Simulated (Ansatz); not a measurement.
## MnRh: zone-centre modes under pressure

MnRh, Pm-3m, a = 2.954 Å. The structure is a COD entry; whether it is the stable form wasn't checked. Ansatz: LDA, PAW, 420 eV, Γ-centred 14×14×14 mesh on 2 atoms, Gaussian smearing 0.20 eV; collinear spin, largest moment 3.2 μB. Cell and atoms are relaxed at each pressure with the symmetry kept; optical modes at Γ by linear response, in cm⁻¹, the highest.

| P (GPa) | V (Å³/atom) | ω1 |
| --- | --- | --- |
| 0 | 12.887 | 238.3 |
| 5 | 12.619 | ? |
| 15 | 12.164 | 266.8 |

Question: Get the mode's Grüneisen parameter γ = −d ln ω/d ln V from the other rows and predict the missing frequency.

Answer: ln(V/V0) = 0.0000, -0.0210, -0.0577; a line through ln(ω/ω0) of the 2 known rows gives ω1: γ = 1.958, predicted 248.3, computed 248.8. The miss is 0.2 %, or 5 % of the shift under pressure, so a constant γ serves at that level. In a metal these frequencies hang on the mesh and smearing.

Only parallel moments were tried here. The moments are parallel here; the real alloy orders antiferromagnetically, with another cell and stiffness.